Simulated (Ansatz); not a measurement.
Relaxed-ion elastic tensor of BaHfO3 (cubic perovskite, Pm-3m) in GPa (Voigt order), LDA (plane waves, PAW; program Ansatz); density 8.63 g/cm³, 14.00 Å³ per atom.

```
 373  87.9  87.9   0.0   0.0   0.0
87.9   373  87.9   0.0   0.0   0.0
87.9  87.9   373   0.0   0.0   0.0
 0.0   0.0   0.0  96.0   0.0   0.0
 0.0   0.0   0.0   0.0  96.0   0.0
 0.0   0.0   0.0   0.0   0.0  96.0
```

### Question
Is the crystal mechanically stable?

### Answer
Yes: the smallest eigenvalue of C is 96.0 GPa.

### Question
Work out the Voigt, Reuss and Hill averages.

### Answer
K_V = 183, K_R = 183, K_H = 183; G_V = 115, G_R = 110, G_H = 112 GPa.

### Question
Give Young's modulus, Poisson's ratio, Pugh's ratio and the universal anisotropy index.

### Answer
E = 9KG/(3K + G) = 280 GPa; ν = 0.24; K/G = 1.63 (brittle by the Pugh limit of 1.75); A_U = 5G_V/G_R + K_V/K_R − 6 = 0.19.

### Question
Estimate the sound speeds and the Debye temperature.

### Answer
v_l = √((K + 4G/3)/ρ) = 6210 m/s, v_t = √(G/ρ) = 3610 m/s, mean 4000 m/s; Θ = (h/k)(3n/4πV)^(1/3) v_m = 495 K.

### Question
Give the Zener ratio and Young's modulus along [100], [110] and [111].

### Answer
A = 2C44/(C11 − C12) = 0.67; 1/E = S11 − 2(S11 − S12 − S44/2)Γ with Γ = 0, 1/4, 1/3 gives 339, 263, 245 GPa.

### Question
Solve the Christoffel equation for the three sound speeds along [100], [110], [111].

### Answer
Eigenvalues of C_ijkl n_j n_l equal ρv². In km/s, slowest first: [100] 3.33, 3.33, 6.57; [110] 3.33, 4.06, 6.15; [111] 3.83, 3.83, 6.00.

The cell was relaxed with LDA under the symmetry of its start; phonons on a q-mesh show weakly imaginary modes. The run is not spin-polarised. Scalar-relativistic: spin–orbit coupling is off unless named, which matters more the heavier the elements.

Potentials: the later of the program's two PAW sets.
